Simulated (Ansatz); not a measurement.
One crystal and one scan (scan of one atom of the cell) at two levels, PBE (plane waves to 420 eV, PAW, scalar-relativistic; Ansatz, a first-principles code) and r2SCAN (plane waves to 500 eV, PAW, scalar-relativistic; Ansatz), each from its own relaxed cell and on its own mesh. The cell shown is that of PBE.

Relaxed PbSe (rock salt):

```
PbSe
1.0
    0.00000     3.10888     3.10888
    3.10888     0.00000     3.10888
    3.10888     3.10888     0.00000
Se Pb
1 1
Cartesian
  0.00000   0.00000   0.00000
  3.10888   3.10888   3.10888
```

Scan: atom 2 (Pb, nearest neighbour Se at 3.109 Å; its periodic images, 4.4 Å or more away, move with it) is displaced along Cartesian [111], direction (0.577, 0.577, 0.577) in Cartesian axes, by s. The other atoms stay.

E stands for the smeared free energy. PbSe was relaxed with its symmetry unable to fall. Spin-orbit coupling is left out, though Pb is heavy. Both scans cover s from -0.930 to 0.930 Å.

ΔE (meV/cell), each from the undisplaced structure of its own level:

| s (Å) | PBE | r2SCAN |
|---|---|---|
| -0.930 | 741 | 800 |
| -0.744 | 408 | 438 |
| -0.558 | 174 | withheld |
| -0.372 | 48 | 50 |
| -0.186 | 6 | 6 |
| 0.000 | 0 | 0 |
| 0.186 | 6 | 6 |
| 0.372 | 48 | 50 |
| 0.558 | 174 | withheld |
| 0.744 | 408 | 438 |
| 0.930 | 741 | 800 |

Question: Estimate the r2SCAN value at -0.558 from the PBE value there and the ratio of the two levels in the two nearest given rows on that side of the minimum.

Answer: At -0.744 and -0.372 the ratio r2SCAN/PBE averages 1.058, which gives 1.058 × 174 = 184 meV/cell. The calculation gives 185 meV/cell, +6.3 % against PBE.

(A displaced cell: forces are minus the slopes of the energy, force constants its curvatures, and phonons follow from these.)
